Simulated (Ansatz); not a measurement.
LaB₆ in space group Pm-3m (No. 221; La on 1a, B on 6f) under volume change, DFT-PBEsol in the program Ansatz with PAW potentials, shape and atoms relaxed at each volume.

```json
[
 {"V (Å³/atom)": "9.156", "E − E(relaxed) (meV/atom)": "53.1", "P (GPa)": "20.23"},
 {"V (Å³/atom)": "9.458", "E − E(relaxed) (meV/atom)": "22.5", "P (GPa)": "12.50"},
 {"V (Å³/atom)": "9.760", "E − E(relaxed) (meV/atom)": "5.3", "P (GPa)": "5.81"},
 {"V (Å³/atom)": "10.061", "E − E(relaxed) (meV/atom)": "0.0", "P (GPa)": "0.00"},
 {"V (Å³/atom)": "10.363", "E − E(relaxed) (meV/atom)": "4.9", "P (GPa)": "-5.04"},
 {"V (Å³/atom)": "10.665", "E − E(relaxed) (meV/atom)": "18.6", "P (GPa)": "-9.42"},
 {"V (Å³/atom)": "10.967", "E − E(relaxed) (meV/atom)": "40.0", "P (GPa)": "-13.22"}
]
```

Question: What does a third-order Birch–Murnaghan fit give for V₀, B₀ and B′?

Answer: V₀ = 10.06 Å³/atom, B₀ = 180 GPa, B′ = 3.7.

The PBEsol relaxation kept the symmetry of its start; of distortions, only those at the zone centre were tested. Spin–orbit coupling is left out wherever it is not named.

Potentials: the earlier of the program's two PAW sets.
